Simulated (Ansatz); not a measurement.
LaTeCl in space group P4/nmm (No. 129; La on 2c, Te on 2c, Cl on 2a), DFT-r²SCAN in the program Ansatz with PAW potentials. The conduction-band minimum lies at Γ, with 1 equivalent valley. Second derivatives d²E/dk² of the lowest band at one valley (eV·Å²), along Cartesian directions:

| direction | d²E/dk² |
|---|---|
| [100] | 21.58 |
| [010] | 21.58 |
| [001] | 8.677 |
| [110] | 21.57 |
| [101] | 15.13 |
| [011] | 15.13 |

Q: Find the principal effective masses, the density-of-states mass and the conductivity mass.

A: Off-diagonal terms follow from H_xy = H[110] − (H_xx + H_yy)/2, and m*/mₑ = 7.620 eV·Å² over each eigenvalue: 0.35, 0.35, 0.88. One valley's DOS mass (m₁m₂m₃)^(1/3) = 0.48, conductivity mass 3/(Σ 1/mᵢ) = 0.44 mₑ.

Q: What effective density of states Nc follows at 300 K for parabolic valleys?

A: Nc = 2.509e19 × 1 × (0.48)^(3/2) ≈ 8.3e18 cm⁻³.

The first step of the workflow began from a Materials Project structure, measured or hypothetical; the Crystallography Open Database copy checked does not list it. Its standing as an ambient phase is unchecked. Symmetry was held in the r²SCAN relaxation; whether a distortion lowers the energy is not shown. Spin–orbit coupling is left out wherever it is not named.

Potentials: the later of the program's two PAW sets.

Edges and masses are those of Kohn–Sham bands, whose gap is no quasiparticle gap.
